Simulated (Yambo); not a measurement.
Convergence of the G0W0 gap of CrHgO4

G0W0@LDA for CrHgO₄ (space group Cmcm, No. 63) in Yambo. Reference settings: 2×2×2 Γ-centred k mesh, bands 17 to 287 and a 7 Ry block in the screening, 287 bands in G with the Bruneval-Gonze terminator, plasmon pole fitted at 27.2 eV. The LDA gap (-0.5, -0.5, 0) → (-0.5, -0.5, 0) on this mesh is 1.36 eV; G0W0 gaps are taken between the same points.

```json
[
 {"change from the reference": "reference settings", "G0W0 gap (-0.5, -0.5, 0) → (-0.5, -0.5, 0) (eV)": "2.80", "shift of the valence edge (eV)": "-0.25", "rough Yambo cost": "1"},
 {"change from the reference": "195 bands in W, 195 bands in G", "G0W0 gap (-0.5, -0.5, 0) → (-0.5, -0.5, 0) (eV)": "2.82", "shift of the valence edge (eV)": "-0.19", "rough Yambo cost": "within a factor of two"},
 {"change from the reference": "126 bands in G", "G0W0 gap (-0.5, -0.5, 0) → (-0.5, -0.5, 0) (eV)": "2.80", "shift of the valence edge (eV)": "-0.22", "rough Yambo cost": "–"},
 {"change from the reference": "149 bands in W", "G0W0 gap (-0.5, -0.5, 0) → (-0.5, -0.5, 0) (eV)": "2.86", "shift of the valence edge (eV)": "-0.17", "rough Yambo cost": "about 1/2"},
 {"change from the reference": "1 Ry block", "G0W0 gap (-0.5, -0.5, 0) → (-0.5, -0.5, 0) (eV)": "3.97", "shift of the valence edge (eV)": "-0.80", "rough Yambo cost": "within a factor of two"},
 {"change from the reference": "3 Ry block", "G0W0 gap (-0.5, -0.5, 0) → (-0.5, -0.5, 0) (eV)": "3.00", "shift of the valence edge (eV)": "-0.25", "rough Yambo cost": "within a factor of two"},
 {"change from the reference": "no random integration", "G0W0 gap (-0.5, -0.5, 0) → (-0.5, -0.5, 0) (eV)": "2.76", "shift of the valence edge (eV)": "-0.10", "rough Yambo cost": "–"},
 {"change from the reference": "2×2×1 mesh", "G0W0 gap (-0.5, -0.5, 0) → (-0.5, -0.5, 0) (eV)": "2.78", "shift of the valence edge (eV)": "-0.21", "rough Yambo cost": "about 1/3"},
 {"change from the reference": "126 bands in G, no terminator", "G0W0 gap (-0.5, -0.5, 0) → (-0.5, -0.5, 0) (eV)": "2.68", "shift of the valence edge (eV)": "0.39", "rough Yambo cost": "–"},
 {"change from the reference": "195 bands in G, no terminator", "G0W0 gap (-0.5, -0.5, 0) → (-0.5, -0.5, 0) (eV)": "2.72", "shift of the valence edge (eV)": "0.13", "rough Yambo cost": "–"}
]
```

The reference isn't shown to be the converged limit. Costs are rough (shared machines), scaled to the same edge states, and given only for runs that recompute the screening.

Without spin-orbit coupling, band edges of such heavy elements can be off by tenths of an eV. The 3d shell has no Hubbard U; the runs are without spin polarisation, and magnetic order was not tried.

Geometry of the Materials Project entry, not relaxed at this level; primitive cell a = 5.2456 Å, b = 5.2456 Å, c = 7.1527 Å, α = 90.00°, β = 90.00°, γ = 113.44°.

The structure is a Materials Project entry; no match was found in the copy of COD used, and its stability was not checked.

A shift is the quasiparticle energy of the state minus its LDA energy.
